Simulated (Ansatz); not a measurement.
The end point of a relaxation of TaN. These are r2SCAN (plane waves to 500 eV, PAW, scalar-relativistic; Ansatz, an electronic-structure program) values and carry that method's errors.

```cif
data_NTa
_chemical_formula_sum 'Ta1 N1'
_space_group_name_H-M_alt 'P 1'
_space_group_IT_number 1
_cell_length_a 2.93622
_cell_length_b 2.93622
_cell_length_c 2.88489
_cell_angle_alpha 90.000
_cell_angle_beta 90.000
_cell_angle_gamma 120.000
loop_
_space_group_symop_operation_xyz
  'x, y, z'
loop_
_atom_site_label
_atom_site_type_symbol
_atom_site_fract_x
_atom_site_fract_y
_atom_site_fract_z
_atom_site_occupancy
Ta1 Ta 0.00000 0.00000 0.00000 1
N1 N 0.66667 0.33333 0.50000 1
```

Question: Determine the symmetry and give the standard cell with its independent sites.

Answer: Space group P-6m2 (No. 187); a = b = 2.9362 Å, c = 2.8849 Å, α = β = 90.00°, γ = 120.00°

```
atom  site  symmetry       x       y       z
----  ----  --------  ------  ------  ------
Ta      1a      -6m2  0.0000  0.0000  0.0000
N       1f      -6m2  0.6667  0.3333  0.5000
```

This is the AFLOW prototype AB_hP2_187_d_a (B_h, as in WC).

Question: Give the shortest distances between elements (the closest pairs, up to four, under 3.6 Å).

Answer: N–Ta 2.23 Å; Ta–Ta 2.88 Å; N–N 2.88 Å.

| Property | Value |
|---|---|
| Volume per atom | 10.77 Å³ |
| Band gap | no gap (metallic) |

No spin polarisation in the result.

The run could not lose the symmetry of its start.

All atoms sit on sites fixed by symmetry, so only the cell could relax.

The first start was generated by placing the elements on the sites of a structure type. A measured structure of TaN has the same space group, P-6m2 (No. 187); the sites were not compared with it. Another known form has space group No. 225.
